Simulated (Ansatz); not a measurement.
The relaxed structure here is a generated cell of ZnInGaO4: the first start was made by a random draw of sites in a space group, and the end was not matched to a known phase here, so it may be hypothetical. Known forms of ZnInGaO4 include space group No. 160.

The end point of a relaxation of ZnInGaO₄. Space group C2/m (No. 12). The numbers are results of PBE (plane waves to 420 eV, PAW, scalar-relativistic; Ansatz, an electronic-structure program), not measurements.

Space group C2/m (No. 12); a = 6.759 Å, b = 5.673 Å, c = 5.783 Å, α = γ = 90.00°, β = 114.27°

| atom | site | symmetry | x | y | z |
|---|---|---|---|---|---|
| Ga | 2a | 2/m | 0.0000 | 0.0000 | 0.0000 |
| In | 2b | 2/m | 0.0000 | 0.5000 | 0.0000 |
| O | 8j | 1 | 0.4688 | 0.2621 | 0.2297 |
| Zn | 2d | 2/m | 0.0000 | 0.5000 | 0.5000 |
(The calculation used a cell of 7 atoms; values per cell refer to that cell.)

### Question
What is the computed band gap (PBE)?

### Answer
No gap on the sampled points, where the bands overlap only slightly; such a result is sensitive to mesh and level.

No spin polarisation in the result.

The run could not lose the symmetry of its start, so the end can be a saddle point.
